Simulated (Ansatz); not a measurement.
SrZnAsF:
```cif
data_As2F2Sr2Zn2
_chemical_formula_sum 'Sr2 Zn2 As2 F2'
_space_group_name_H-M_alt 'P 1'
_space_group_IT_number 1
_cell_length_a 4.09832
_cell_length_b 4.09832
_cell_length_c 9.12090
_cell_angle_alpha 90.000
_cell_angle_beta 90.000
_cell_angle_gamma 90.000
loop_
_space_group_symop_operation_xyz
  'x, y, z'
loop_
_atom_site_label
_atom_site_type_symbol
_atom_site_fract_x
_atom_site_fract_y
_atom_site_fract_z
_atom_site_occupancy
Sr1 Sr 0.00000 0.50000 0.84673 1
Sr2 Sr 0.50000 0.00000 0.15327 1
Zn1 Zn 0.50000 0.50000 0.50000 1
Zn2 Zn 0.00000 0.00000 0.50000 1
As1 As 0.00000 0.50000 0.33169 1
As2 As 0.50000 0.00000 0.66831 1
F1 F 0.50000 0.50000 0.00000 1
F2 F 0.00000 0.00000 0.00000 1
```

Relaxed with r²SCAN.

Task: Which orbitals make up the states near the band edges in r²SCAN in the plane-wave PAW code Ansatz?

Result: Top 1 eV of the valence band: As 4p 88 %, outside the projected shells 5 %. Bottom 1 eV of the conduction band: Zn 4s 57 %, As 4p 6 %, outside the projected shells 31 %. Projections are on Löwdin-orthogonalised atomic valence shells; empty p or d shells of many metals are not among them.

Task: Tabulate the density of states.

Result: States/eV per cell of 8 atoms, in 0.25 eV bins, energy from the valence-band maximum.

```csv
E (eV),total,Zn 3d,F 2p,As 4p
-7.85,0.00,0.00,0.00,0.00
-7.60,16.83,15.66,0.05,0.63
-7.35,30.69,29.46,0.06,0.74
-7.10,30.95,29.67,0.24,0.29
-6.85,1.87,1.53,0.29,0.01
-6.60,9.12,0.21,8.25,0.11
-6.35,10.90,0.16,9.98,0.17
-6.10,11.86,0.06,11.16,0.14
-5.85,6.51,0.02,6.19,0.05
-5.60,8.09,0.01,7.86,0.03
-5.35,1.20,0.00,1.18,0.00
-5.10,0.80,0.02,0.07,0.43
-4.85,4.14,0.30,0.18,2.17
-4.60,4.80,0.40,0.13,2.46
-4.35,3.21,0.19,0.11,1.64
-4.10,1.21,0.06,0.06,0.63
-3.85,0.50,0.02,0.01,0.31
-3.60,0.40,0.01,0.00,0.26
-3.35,0.98,0.02,0.01,0.76
-3.10,1.70,0.03,0.02,1.37
-2.85,1.69,0.04,0.01,1.37
-2.60,1.80,0.04,0.01,1.48
-2.35,2.63,0.06,0.02,2.20
-2.10,3.02,0.08,0.03,2.55
-1.85,3.79,0.13,0.05,3.20
-1.60,4.09,0.14,0.05,3.47
-1.35,3.22,0.11,0.03,2.76
-1.10,3.58,0.12,0.03,3.09
-0.85,2.80,0.10,0.04,2.44
-0.60,1.71,0.07,0.01,1.49
-0.35,1.26,0.05,0.01,1.11
-0.10,0.67,0.03,0.00,0.61
0.15,0.00,0.00,0.00,0.00
0.40,0.00,0.00,0.00,0.00
0.65,0.00,0.00,0.00,0.00
0.90,0.00,0.00,0.00,0.00
1.15,0.03,0.00,0.00,0.00
1.40,0.15,0.00,0.00,0.01
1.65,0.26,0.00,0.00,0.01
1.90,0.41,0.00,0.00,0.03
2.15,0.72,0.00,0.00,0.06
2.40,1.33,0.01,0.01,0.15
2.65,3.53,0.02,0.03,0.45
2.90,8.11,0.02,0.05,1.24
3.15,6.78,0.01,0.05,1.17
3.40,5.19,0.01,0.03,0.82
3.65,1.93,0.00,0.01,0.17
3.90,1.77,0.00,0.01,0.06
4.15,2.48,0.00,0.01,0.07
4.40,4.84,0.01,0.03,0.18
4.65,3.02,0.00,0.02,0.08
4.90,3.14,0.00,0.02,0.08
5.15,5.01,0.00,0.03,0.12
5.40,7.39,0.00,0.05,0.17
5.65,6.07,0.00,0.04,0.15
5.90,6.83,0.00,0.04,0.17
```

Space group P4/nmm. The workflow started from a Materials Project entry (that database holds measured and hypothetical structures alike); the Crystallography Open Database copy checked does not list it. Its standing as an ambient phase is unchecked. The cell was relaxed with r²SCAN under the symmetry of its start; whether a distortion lowers the energy is not shown. Spin–orbit coupling is left out wherever it is not named.

Potentials: the later of the program's two PAW sets.
